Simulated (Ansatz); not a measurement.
Consider the following.

InP:
```yaml
crystal:
  lattice:
    - [4.13899, 0.00000, 0.00000]
    - [-2.06950, 3.58447, 0.00000]
    - [0.00000, 0.00000, 9.35163]
  atoms:
    - { symbol: In, position: [0.50055, 0.00000, 0.66667] }
    - { symbol: In, position: [0.00000, 0.50055, 0.33333] }
    - { symbol: In, position: [0.49945, 0.49945, 0.00000] }
    - { symbol: P, position: [0.50029, 0.00000, 0.16667] }
    - { symbol: P, position: [0.00000, 0.50029, 0.83333] }
    - { symbol: P, position: [0.49971, 0.49971, 0.50000] }
```

This is the r²SCAN-relaxed structure.

Task: All from r²SCAN (plane waves, PAW; program Ansatz), unless another level is named. Give the band gap.

Result: 0.41 eV (smallest direct gap 0.41 eV).

Task: Next, the formation energy from the elements (no fitted shifts)?

Result: -0.19 eV/atom.

Task: Next, the conduction-band minimum?

Result: at Γ.

Task: Next, the weight of the conduction-edge state by species (Voronoi cells)?

Result: In 58 %, P 42 %.

Space group P6_222. The start of the workflow was typed in or built on a structure type; neither database checked (COD, Materials Project) lists it. It is not the phase usual at ambient conditions (space group No. 216). Symmetry was held in the r²SCAN relaxation; whether a distortion lowers the energy is not shown. Point labels and valley counts follow the cell and symmetry of the run, lower than the named group. The references are the lowest solids computed at this level, not always the standard phases. Spin–orbit coupling is left out wherever it is not named.

Potentials: the earlier of the program's two PAW sets.
